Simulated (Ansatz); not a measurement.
Relaxed-ion elastic tensor of Zr in space group P6/mmm (No. 191; Zr on 1b, Zr on 2c) in GPa (Voigt order), PBEsol (plane waves, PAW; program Ansatz); density 6.82 g/cm³, 22.20 Å³ per atom.

```json
[
 {"": "1", "1": "172", "2": "81.0", "3": "51.1", "4": "0.0", "5": "0.0", "6": "0.0"},
 {"": "2", "1": "81.0", "2": "172", "3": "51.1", "4": "0.0", "5": "0.0", "6": "0.0"},
 {"": "3", "1": "51.1", "2": "51.1", "3": "205", "4": "0.0", "5": "0.0", "6": "0.0"},
 {"": "4", "1": "0.0", "2": "0.0", "3": "0.0", "4": "31.9", "5": "0.0", "6": "0.0"},
 {"": "5", "1": "0.0", "2": "0.0", "3": "0.0", "4": "0.0", "5": "31.9", "6": "0.0"},
 {"": "6", "1": "0.0", "2": "0.0", "3": "0.0", "4": "0.0", "5": "0.0", "6": "45.7"}
]
```

Problem. Is the crystal mechanically stable?

Solution. Yes: the smallest eigenvalue of C is 31.9 GPa.

Problem. Work out the Voigt, Reuss and Hill averages.

Solution. K_V = 102, K_R = 102, K_H = 102; G_V = 46.3, G_R = 41.8, G_H = 44.1 GPa.

Problem. Give Young's modulus, Poisson's ratio, Pugh's ratio and the universal anisotropy index.

Solution. E = 9KG/(3K + G) = 116 GPa; ν = 0.31; K/G = 2.31 (ductile by the Pugh limit of 1.75); A_U = 5G_V/G_R + K_V/K_R − 6 = 0.54.

Problem. Estimate the sound speeds and the Debye temperature.

Solution. v_l = √((K + 4G/3)/ρ) = 4850 m/s, v_t = √(G/ρ) = 2540 m/s, mean 2840 m/s; Θ = (h/k)(3n/4πV)^(1/3) v_m = 301 K.

This is a known high-pressure phase of the composition, computed here at zero pressure and temperature. Symmetry was held in the PBEsol relaxation; its stability against distortions is not shown here. The run is not spin-polarised. As this level gives no gap, shear constants depend on the k-mesh and smearing (Fermi–Dirac, 0.1 eV here).

Potentials: the later of the program's two PAW sets.
